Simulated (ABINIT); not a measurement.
ABINIT input for Hf, PBE with JTH PAW datasets:

```
pp_dirpath "./pseudo"
pseudos "Hf.GGA_PBE-JTH.xml"

acell 3*1.0 angstrom
rprim
    3.192379922693     0.000000000000     0.000000000000
   -1.596189961346     2.764682111583     0.000000000000
    0.000000000000     0.000000000000     5.045040000000
ntypat 1
znucl 72
natom 2
typat 1 1
xred
    0.333333000000     0.666667000000     0.250000000000
    0.666666333333     0.333333666667     0.750000000000
tolsym 1e-5
chksymtnons 0
chkprim 0

ecut 20
pawecutdg 40
pawovlp 20
ngkpt 14 14 8
nshiftk 1
shiftk 0 0 0
nband 15
occopt 3
tsmear 0.003
tolvrs 1e-10
nstep 90

nucefg 2
quadmom 3.37
nucfc 1
prtwf 0
prtden 0
prteig 0
prtebands 0
prtgsr 0
```

The geometry is a computed Materials Project entry, not a measured one. It is Hf in P6₃/mmc. Stability against distortions was not tested. The run has no spin polarisation.

Each row changes or adds one setting. The quadmom values are sizes without sign and don't touch the SCF cycle. The limit is 90 steps.  The run is metallic or nearly gapless at this level (smeared occupations).

| setting typed | SCF steps | k-points | converged |
|---|---|---|---|
| as in the input | 11 | 120 | yes |
| diemac = 1000 | 11 | 120 | yes |
| diemix = 0.2 | 30 | 120 | yes |
| iscf = 3 | 12 | 120 | yes |
| iscf = 7 | 12 | 120 | yes |
| npulayit = 12 | 11 | 120 | yes |
| npulayit = 2 | 11 | 120 | yes |
| npulayit = 3 | 10 | 120 | yes |
| wfoptalg = 114 | 8 | 120 | yes |

Fewest SCF steps among converged rows: 8 (wfoptalg = 114); most steps: 30 (diemix = 0.2). Steps of different solvers differ in work.
